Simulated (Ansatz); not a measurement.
Geometry optimisation in Ansatz: input, command and trajectory.

```yaml
crystal:
  lattice:
    - [-1.8128659926, 1.8128659926, 5.865207513]
    - [1.8128659926, -1.8128659926, 5.865207513]
    - [1.8128659926, 1.8128659926, -5.865207513]
  atoms:
    - { symbol: Li, position: [0.75, 0.25, 0.5] }
    - { symbol: Li, position: [0.25, 0.75, 0.5] }
    - { symbol: Zr, position: [0.0, 0.0, 0.0] }
    - { symbol: P, position: [0.357, 0.357, 0.0] }
    - { symbol: P, position: [0.643, 0.643, 0.0] }
basis:
  ecutwfc: 420
kpoints:
  mp_grid: { grid: [6, 6, 6] }
hamiltonian:
  xc: pbe
scf:
  occupations: { method: gaussian, width: 0.1 }
  lower_state_search: "off"
output:
  forces: true
  stress: true
  eigenvalues: true
relax:
  adjacent_minimum: "off"
  f_tol: 0.04
  max_steps: 70
  cell: { stress_tol: 0.4 }
```

```bash
ansatz run input.yaml --threads 1 --pin off --max-ram 2560MiB --backend cpu --events-out ev --progress --plain --runs-dir out
```

Method: DFT PBE, scalar-relativistic, plane waves, PAW in Ansatz 0.2.0.

Of 7 frames 6 are shown, positions in Å and forces in eV/Å; the SCF threshold varies from step to step. Steps run on the plane waves of an earlier cell, with a Pulay correction in the pressure. The basis is chosen afresh for the last frame, the zero of the energies, and at times for earlier ones too; energy and pressure can step there, also at an unchanged geometry. Where two frames share a geometry here, they differ by under 2 meV/atom and 0.3 GPa.

```xyz
5
Lattice="-1.8129 1.8129 5.8652 1.8129 -1.8129 5.8652 1.8129 1.8129 -5.8652" Properties=species:S:1:pos:R:3:forces:R:3 pbc="T T T" step=1 free_energy_over_end_meV_per_atom=384.14 pressure_GPa=-0.19
Li    0.0000    1.8129    2.9326    0.0000    0.0000    0.0000
Li    1.8129    0.0000    2.9326    0.0000    0.0000    0.0000
Zr    0.0000    0.0000    0.0000    0.0000    0.0000    0.0000
P     0.0000    0.0000    4.1878    0.0000    0.0000    4.0860
P     0.0000    0.0000    7.5427    0.0000    0.0000   -4.0860
5
Lattice="-1.7961 1.7961 5.6975 1.7961 -1.7961 5.6975 1.7961 1.7961 -5.6975" Properties=species:S:1:pos:R:3:forces:R:3 pbc="T T T" step=2 free_energy_over_end_meV_per_atom=128.65 pressure_GPa=0.72
Li    0.0000    1.7961    2.8487    0.0000    0.0000    0.0000
Li    1.7961    0.0000    2.8487    0.0000    0.0000    0.0000
Zr    0.0000    0.0000    0.0000    0.0000    0.0000    0.0000
P     0.0000    0.0000    4.2572    0.0000    0.0000    2.4416
P     0.0000    0.0000    7.1378    0.0000    0.0000   -2.4416
5
Lattice="-1.7770 1.7770 5.7056 1.7770 -1.7770 5.7056 1.7770 1.7770 -5.7056" Properties=species:S:1:pos:R:3:forces:R:3 pbc="T T T" step=3 free_energy_over_end_meV_per_atom=11.15 pressure_GPa=2.22
Li    0.0000    1.7770    2.8528    0.0000    0.0000    0.0000
Li    1.7770    0.0000    2.8528    0.0000    0.0000    0.0000
Zr    0.0000    0.0000    0.0000    0.0000    0.0000    0.0000
P     0.0000    0.0000    4.4573    0.0000    0.0000    0.6334
P     0.0000    0.0000    6.9539    0.0000    0.0000   -0.6334
5
Lattice="-1.8182 1.8182 5.6854 1.8182 -1.8182 5.6854 1.8182 1.8182 -5.6854" Properties=species:S:1:pos:R:3:forces:R:3 pbc="T T T" step=4 free_energy_over_end_meV_per_atom=2.01 pressure_GPa=-1.31
Li    0.0000    1.8182    2.8427    0.0000    0.0000    0.0000
Li    1.8182    0.0000    2.8427    0.0000    0.0000    0.0000
Zr    0.0000    0.0000    0.0000    0.0000    0.0000    0.0000
P     0.0000    0.0000    4.5135    0.0000    0.0000   -0.1279
P     0.0000    0.0000    6.8573    0.0000    0.0000    0.1279
5
Lattice="-1.8010 1.8010 5.6984 1.8010 -1.8010 5.6984 1.8010 1.8010 -5.6984" Properties=species:S:1:pos:R:3:forces:R:3 pbc="T T T" step=5 free_energy_over_end_meV_per_atom=0.00 pressure_GPa=0.16
Li    0.0000    1.8010    2.8492    0.0000    0.0000    0.0000
Li    1.8010    0.0000    2.8492    0.0000    0.0000    0.0000
Zr    0.0000    0.0000    0.0000    0.0000    0.0000    0.0000
P     0.0000    0.0000    4.5135    0.0000    0.0000   -0.0448
P     0.0000    0.0000    6.8833    0.0000    0.0000    0.0448
5
Lattice="-1.8006 1.8006 5.7060 1.8006 -1.8006 5.7060 1.8006 1.8006 -5.7060" Properties=species:S:1:pos:R:3:forces:R:3 pbc="T T T" step=7 free_energy_over_end_meV_per_atom=0.00 pressure_GPa=0.05
Li    0.0000    1.8006    2.8530    0.0000    0.0000    0.0000
Li    1.8006    0.0000    2.8530    0.0000    0.0000    0.0000
Zr    0.0000    0.0000    0.0000    0.0000    0.0000    0.0000
P     0.0000    0.0000    4.5157    0.0000    0.0000    0.0101
P     0.0000    0.0000    6.8963    0.0000    0.0000   -0.0101
```

The start puts this composition into another compound's structure type, which needn't suit it. At the end the space group is I4/mmm (tolerance 0.05 Å).

The run took 25 s on 1 thread of Arm Neoverse V1, on a shared host, peak memory 0.34 GiB.

The k mesh is coarse.